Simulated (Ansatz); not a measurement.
## Sensitivity of the gradients in MgMn2P2O8F2 to the input

Cell: a Materials Project structure (computed, not necessarily an observed phase).

```cif
data_structure
_symmetry_space_group_name_H-M 'P 1'
_symmetry_Int_Tables_number 1
_cell_length_a 5.2030
_cell_length_b 5.4192
_cell_length_c 7.4935
_cell_angle_alpha 107.606
_cell_angle_beta 107.962
_cell_angle_gamma 97.899
_cell_volume 185.27
loop_
_atom_site_label
_atom_site_type_symbol
_atom_site_fract_x
_atom_site_fract_y
_atom_site_fract_z
_atom_site_occupancy
Mg1 Mg 0.55728 0.24872 0.83502 1
Mn2 Mn 0.00962 0.98896 0.00994 1
Mn3 Mn 0.50267 0.50253 0.48864 1
P4 P 0.91381 0.55295 0.23942 1
P5 P 0.10147 0.45430 0.76302 1
O6 O 0.18869 0.76176 0.86586 1
O7 O 0.19995 0.29938 0.90313 1
O8 O 0.77602 0.35488 0.65745 1
O9 O 0.26544 0.37455 0.61956 1
O10 O 0.81096 0.65777 0.06627 1
O11 O 0.23377 0.65292 0.34862 1
O12 O 0.77750 0.63172 0.39589 1
O13 O 0.81402 0.23872 0.12063 1
F14 F 0.66813 0.90121 0.76089 1
F15 F 0.33068 0.12962 0.24974 1
```

Atom numbers follow the list; atoms alike are taken as one site, whose name carries the number of the first.

Reference run. The numbers come from a DFT calculation in Ansatz (PBE, plane waves and PAW, scalar-relativistic, collinear spin, 420 eV cutoff, Γ-centred 4×4×3 k-points, Fermi–Dirac smearing 0.02 eV). Start moments as typed (μB): 4 on each Mn, none on the rest.

(1) The input is changed as follows: `basis.ecutwfc`: not typed → 36.7 Ry. What happens to V_zz (10²¹ V/m²) and η?

Results:

(1) 

```json
{"site": "Mg", "atom": "1", "V_zz reference": "1.42", "η reference": "0.65", "V_zz changed": "1.42", "η changed": "0.66"}
{"site": "Mn2", "atom": "2", "V_zz reference": "-4.50", "η reference": "0.28", "V_zz changed": "-4.50", "η changed": "0.29"}
{"site": "Mn3", "atom": "3", "V_zz reference": "-2.16", "η reference": "0.35", "V_zz changed": "-2.17", "η changed": "0.35"}
{"site": "P4", "atom": "4", "V_zz reference": "2.49", "η reference": "0.41", "V_zz changed": "2.49", "η changed": "0.41"}
{"site": "P5", "atom": "5", "V_zz reference": "-2.02", "η reference": "0.61", "V_zz changed": "-2.02", "η changed": "0.61"}
{"site": "O6", "atom": "6", "V_zz reference": "9.69", "η reference": "0.52", "V_zz changed": "9.71", "η changed": "0.52"}
{"site": "O8", "atom": "8", "V_zz reference": "9.50", "η reference": "0.58", "V_zz changed": "9.51", "η changed": "0.59"}
{"site": "O9", "atom": "9", "V_zz reference": "10.24", "η reference": "0.23", "V_zz changed": "10.26", "η changed": "0.23"}
{"site": "O11", "atom": "11", "V_zz reference": "10.16", "η reference": "0.51", "V_zz changed": "10.18", "η changed": "0.51"}
{"site": "O12", "atom": "12", "V_zz reference": "10.83", "η reference": "0.38", "V_zz changed": "10.85", "η changed": "0.38"}
{"site": "F14", "atom": "14", "V_zz reference": "-8.41", "η reference": "0.71", "V_zz changed": "-8.44", "η changed": "0.71"}
{"site": "F15", "atom": "15", "V_zz reference": "12.92", "η reference": "0.18", "V_zz changed": "12.97", "η changed": "0.18"}
```

The largest change of V_zz is on F15, from 12.92 to 12.97. In per cent, |V_zz| changes by 0 on Mg, 0 to +1 on Mn, 0 on P, 0 on O, 0 on F (all sites that start above 0.5). The table leaves out 3 of the 15 sites, with |V_zz| up to 9.43; their tensors move by 0.02 at most along any direction. The statements above cover all sites. SCF iterations: 23 and 23.

On the reference run: The largest force is 0.6 eV/Å, so the atoms aren't at the calculated equilibrium and relaxing them would move these values. The program didn't check the stability of this electronic state in full, so a lower one may lie near. All moments are parallel here, as the start or the cell imposes; many such compounds order antiparallel, where fields and spin densities carried over to other atoms largely cancel. The magnetic order is the one that the run reached from its start moments, not necessarily the measured one.
